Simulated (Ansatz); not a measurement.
All numbers below come from Ansatz 0.2.0, DFT PBE, scalar-relativistic, plane waves, PAW. All cells share a 420 eV cutoff and Γ-centred k meshes spaced at most about 0.3 Å⁻¹ (about 0.25 or finer for metals, 2π included). No spin polarisation in the final relaxations.

All energies are static (0 K, no zero-point motion).

Compare these two cells of Li3Si2N, each relaxed at this level.

A.

```cif
data_structure
_symmetry_space_group_name_H-M 'P-3m1'
_symmetry_Int_Tables_number 164
_cell_length_a 2.7100
_cell_length_b 2.7100
_cell_length_c 11.8894
_cell_angle_alpha 90.000
_cell_angle_beta 90.000
_cell_angle_gamma 120.000
_cell_volume 75.62
loop_
_atom_site_label
_atom_site_type_symbol
_atom_site_symmetry_multiplicity
_atom_site_Wyckoff_symbol
_atom_site_fract_x
_atom_site_fract_y
_atom_site_fract_z
_atom_site_occupancy
Li1 Li 2 d 0.66667 0.33333 0.89797 1
Li2 Li 1 b 0.00000 0.00000 0.50000 1
Si1 Si 2 d 0.66667 0.33333 0.31487 1
N1 N 1 a 0.00000 0.00000 0.00000 1
```

B.

```cif
data_structure
_symmetry_space_group_name_H-M 'Cmmm'
_symmetry_Int_Tables_number 65
_cell_length_a 4.6226
_cell_length_b 8.1870
_cell_length_c 5.1398
_cell_angle_alpha 90.000
_cell_angle_beta 90.000
_cell_angle_gamma 90.000
_cell_volume 194.52
loop_
_atom_site_label
_atom_site_type_symbol
_atom_site_symmetry_multiplicity
_atom_site_Wyckoff_symbol
_atom_site_fract_x
_atom_site_fract_y
_atom_site_fract_z
_atom_site_occupancy
Li1 Li 4 k 0.00000 0.00000 0.22363 1
Li2 Li 2 c 0.50000 0.00000 0.50000 1
Si1 Si 4 i 0.00000 0.29089 0.00000 1
N1 N 2 b 0.50000 0.00000 0.00000 1
```

Problem. Which would you expect to be lower, and how large is the difference?

Solution. B is lower, by 176 meV/atom. A has space group P-3m1 (No. 164), 12.6 Å³/atom and no gap on its mesh; B has space group Cmmm (No. 65), 16.2 Å³/atom and no gap. Counting Li or Si atoms around N (for each partner element, those within 1.25 times its shortest distance or 1.15 times the sum of covalent radii, where it is the nearest in units of that sum or under 1.3; a plus sign parts groups by distance over the sum of covalent radii), A has N 6 and B has N 2+6. B holds Si–Si chains (shortest 2.41 Å); in A the shortest Si–Si distance is 2.71 Å, near bonding range too. The lower one is the more open, so pressure narrows the difference. In A, Li on a site of symmetry 3m is surrounded by 3 N at 1.98 Å, 6 Li at 2.71 Å, 3 Li at 2.89 Å and 3 Si at 2.98 Å; Si has 3 Li at 2.70 Å, 6 Si at 2.71 Å and 3 Li at 2.98 Å; N is surrounded by 6 Li at 1.98 Å; 1 more site not described. In B, Li on a site of symmetry mm2 has 1 Li at 2.30 Å, 2 N at 2.58 Å, 2 Si at 2.64 Å and 3 Li at 2.71–2.84 Å; Si is surrounded by 1 N at 1.71 Å, 2 Si at 2.41 Å, 2 Li at 2.64 Å and 6 Li at 3.09–3.10 Å; around N lie 2 Si at 1.71 Å and 6 Li at 2.57–2.58 Å; 1 more site not described. Both come from invented guesses. A third cell relaxed alike, in R-3m, lies 89 meV/atom below the lower of the two.

A magnetic state wasn't ruled out in cells without spin, among them P-3m1. Cells relaxed within their symmetry can be saddle points.
